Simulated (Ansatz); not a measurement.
Given:

Cu$_{3}$Pd:
```cif
data_Cu3Pd
_chemical_formula_sum 'Cu3 Pd1'
_space_group_name_H-M_alt 'P 1'
_space_group_IT_number 1
_cell_length_a 3.67309
_cell_length_b 3.67309
_cell_length_c 3.67309
_cell_angle_alpha 90.000
_cell_angle_beta 90.000
_cell_angle_gamma 90.000
loop_
_space_group_symop_operation_xyz
  'x, y, z'
loop_
_atom_site_label
_atom_site_type_symbol
_atom_site_fract_x
_atom_site_fract_y
_atom_site_fract_z
_atom_site_occupancy
Cu1 Cu 0.00000 0.50000 0.50000 1
Cu2 Cu 0.50000 0.00000 0.50000 1
Cu3 Cu 0.50000 0.50000 0.00000 1
Pd1 Pd 0.00000 0.00000 0.00000 1
```

This is the r²SCAN-relaxed structure.

Problem. All from the program Ansatz at the r²SCAN level (PAW), unless another level is named. Predict the Hill bulk and shear moduli.

Solution. 168 and 54.2 GPa.

Problem. Next, the highest zone-centre frequency?

Solution. 243 cm^-1.

Problem. And the elastic constants (relaxed ions, GPa)?

Solution. C11 = 208, C12 = 148, C44 = 80.9.

Space group Pm-3m (Cu3Au type). The workflow started from an entry of the Crystallography Open Database (COD), which files this formula under 3 space groups. Its standing as an ambient phase is unchecked. The cell was relaxed with r²SCAN under the symmetry of its start; of distortions, only those at the zone centre were tested. The run is not spin-polarised. As this level gives no gap, shear constants depend on the k-mesh and smearing (Fermi–Dirac, 0.1 eV here). As this level gives no gap, phonon frequencies hold no LO–TO term and depend on the k-mesh and smearing (Fermi–Dirac, 0.1 eV here).

Potentials: the later of the program's two PAW sets.
